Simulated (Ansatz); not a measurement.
The relaxed structure here is a generated cell of AlRu: the first start was made by placing the elements on the sites of a structure type, and the end was not matched to a known phase here, so it may be hypothetical.

One starting cell of AlRu (a generated cell, AlRu placed in the CuPt structure type) was relaxed twice with Ansatz (plane waves, PAW, scalar-relativistic): with PBEsol at 420 eV and with PBE at 420 eV. The PBEsol result:

```
CELL_PARAMETERS angstrom
      1.41979     0.81972     3.94527
     -1.41979     0.81972     3.94527
      0.00000    -1.63944     3.94527
ATOMIC_POSITIONS crystal
  Al 0.00000 0.00000 0.00000
  Ru 0.50000 0.50000 0.50000
```

```csv
quantity,PBEsol,PBE
space group,R-3m,R-3m
volume (Å³/atom),13.77,14.18
a (Å),2.840,2.875
c (Å),11.836,11.893
"gap (eV, no spin-orbit coupling)",0.00,0.00
```

Both levels end in the same structure; PBE's volume is 3.0 % larger. Neither column is exact.

No spin polarisation in the result.

The run could not lose the symmetry of its start: the end is stationary, and may be a saddle point rather than a minimum.

All atoms sit on sites fixed by symmetry, so only the cell could relax.

Ansatz is a first-principles code.
